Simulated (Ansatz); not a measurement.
Task: Name crystals whose computed values (plane-wave PAW LDA (Ansatz code)) fall in these windows: gap (eV) 2.6 to 3.4; electron conductivity mass (mₑ) 0.68 to 0.90.

Result: 

```tsv
crystal	gap (eV)	electron conductivity mass (mₑ)
Hf3N2O3, Cm (Pearson symbol mS32)	3.02	0.82
HfO2, Pnma (Hf on 4c, O on 4c, O on 4c)	3.24	0.77
Li8PbO6, R-3 (Li on 6c, Li on 18f, Pb on 3a, O on 18f)	2.78	0.73
```
Others may fit too.

Not the usual ambient phase: HfO2, Pnma (Hf on 4c, O on 4c, O on 4c). Standing as an ambient phase not checked: Hf3N2O3, Cm (Pearson symbol mS32); Li8PbO6, R-3 (Li on 6c, Li on 18f, Pb on 3a, O on 18f). Perhaps ordered models of mixed-site phases: Hf3N2O3, Cm (Pearson symbol mS32). All cells were relaxed under the symmetry of their starts (and spin orders); stability against distortions was not tested throughout. Rows with no word on spin ran without spin polarisation. Spin–orbit coupling is left out wherever it is not named.

Potentials: the later of the program's two PAW sets.
